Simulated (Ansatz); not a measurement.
## Cold compression of Pb (hcp type)

```xyz
2
Lattice="3.4562 0.0000 0.0000 -1.7281 2.9932 0.0000 0.0000 0.0000 5.7602" Properties=species:S:1:pos:R:3 pbc="T T T"
Pb    0.0000    1.9955    1.4400
Pb    1.7281    0.9977    4.3201
```

The cell comes from a relaxation on PAW files under the same functional, begun from a prototype that needn't be the stable phase.

Its volume is scaled, and at each volume shape and atoms are relaxed on PAW files; all methods then take that cell.

All numbers are PBEsol results (scalar-relativistic) from Ansatz 0.2.0, with a Γ-centred 14×14×8 k mesh, Fermi–Dirac smearing of 0.05 eV, no spin polarisation. Methods: LAPW: all electrons, basis error target 1 meV/atom; PAW: frozen-core files, cutoff 420 eV; crystal datasets: all electrons, by PAW datasets that the program makes for each cell; norm-conserving: pseudopotentials, cutoff 850 eV.

Energies are extrapolated to zero smearing and count from the unscaled cell; pressure is positive in compression; gaps take the mesh and a band path. No temperature or zero-point motion is included.

Spin–orbit coupling is left out, which matters for the heavy atoms. The PAW files were made under PBE. The structure type is held throughout; the real material can change phase at far lower pressure.

```tsv
V/V0	V (Å³/atom)	P LAPW (GPa)	ΔE LAPW (eV/atom)	P PAW − LAPW (GPa)	ΔE PAW − LAPW (meV/atom)	space group	shortest distance (Å)
1.00	29.80	0.02	0.000	-0.01	0.0	P6_3/mmc	3.456
0.88	26.22	?	0.082	-0.01	-0.2	P6_3/mmc	3.311
0.78	23.24	22.1	0.352	-0.01	-0.4	P6_3/mmc	3.183
0.68	20.26	47.9	0.977	-0.01	-0.6	P6_3/mmc	3.042
0.58	17.28	100.0	2.293	0.05	-0.4	P6_3/mmc	2.888
0.50	14.90	184.0	4.335	0.19	1.3	P6_3/mmc	2.752
0.43	12.81	326.5	?	0.51	5.6	P6_3/mmc	2.618
```

(1) Fill in "P LAPW (GPa)" for the row "0.88".

(2) Give the missing entry: row "0.43", column "ΔE LAPW (eV/atom)".

(3) Fit the Vinet equation to the LAPW pressures over the whole range, with residuals weighted by 1/(|P| + 0.03·Pmax).

(4) From the table, what is the rise of the enthalpy H = E + pV up to the last row, and how stiff is the crystal between the last two rows?

(5) At the smallest volume, how far do crystal datasets and norm-conserving lie from LAPW in pressure?

(6) How do the Löwdin populations by LAPW change from the unscaled cell to the last row?

## Answers

(1) 8.42.

(2) 7.557.

(3) V0 = 29.87 Å³/atom, B0 = 43.4 GPa and B0′ = 5.72, and the fit misses no point by more than 5.8 GPa. A fit over so wide a range pins B0 less well than one near rest.

(4) ΔH = 7.557 eV + (326.5 GPa × 12.81 Å³ − 0.02 GPa × 29.80 Å³) × 0.006242 eV/(GPa·Å³) = 33.66 eV/atom, of which pV makes 78 %. The mean bulk modulus there is −ΔP/Δln V = 944 GPa.

(5) crystal datasets: 0.00 GPa; norm-conserving: -3.91 GPa, on a LAPW pressure of 326.5 GPa.

(6) Pb 6s 1.81 → 1.50, Pb 6p 2.19 → 2.57, Pb 5d 9.99 → 9.93 electrons an atom. These are projections on the shells that the free atoms fill; 0.04 e a cell lies outside them at the start and 0.11 e at the end.
